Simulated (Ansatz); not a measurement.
**Os, dhcp: geometry optimisation**

Method: DFT, LDA (PW92), plane waves (420 eV) with PAW, scalar-relativistic in Ansatz 0.2.0. The PAW files were generated under PBE, with cores re-solved for the functional.

k-point mesh 13×13×4, Fermi-Dirac smearing 0.1 eV, no spin polarisation. Cell and atoms relax.

Starting structure:

```yaml
crystal:
  lattice:
    - [2.7047363762, 0.0, 0.0]
    - [-1.3523681881, 2.3423704123, 0.0]
    - [0.0, 0.0, 8.8336690046]
  atoms:
    - { symbol: Os, position: [0.0, 0.0, 0.0] }
    - { symbol: Os, position: [0.0, 0.0, 0.5] }
    - { symbol: Os, position: [0.3333333333, 0.6666666667, 0.25] }
    - { symbol: Os, position: [0.6666666667, 0.3333333333, 0.75] }
hamiltonian:
  xc: lda
  pseudopotentials:
    kind: paw
    azcp:
      Os: "pseudopotentials/Os.paw.azcp"
basis:
  ecutwfc: 420
  fft_grid_basis: typed
kpoints:
  mp_grid: { grid: [13, 13, 4], shift: [0, 0, 0] }
magnetization:
  spin_polarized: false
scf:
  occupations: { method: fermi_dirac, width: 0.1 }
relax:
  max_steps: 60
  f_tol: 0.01
  cell: {}
output:
  write_density: true
  write_potential: true
  elf: true
  volumetric_format: npy
```

Q: The pressure at the start is -7.3 GPa. By how much does the volume change?

A: From 13.99 to 13.75 Å³ per atom, -1.7 %. The final cell has a = 2.705 Å, c = 8.684 Å (c/a = 3.211).

Q: How much energy does the relaxation gain?

A: 10.7 meV per atom.
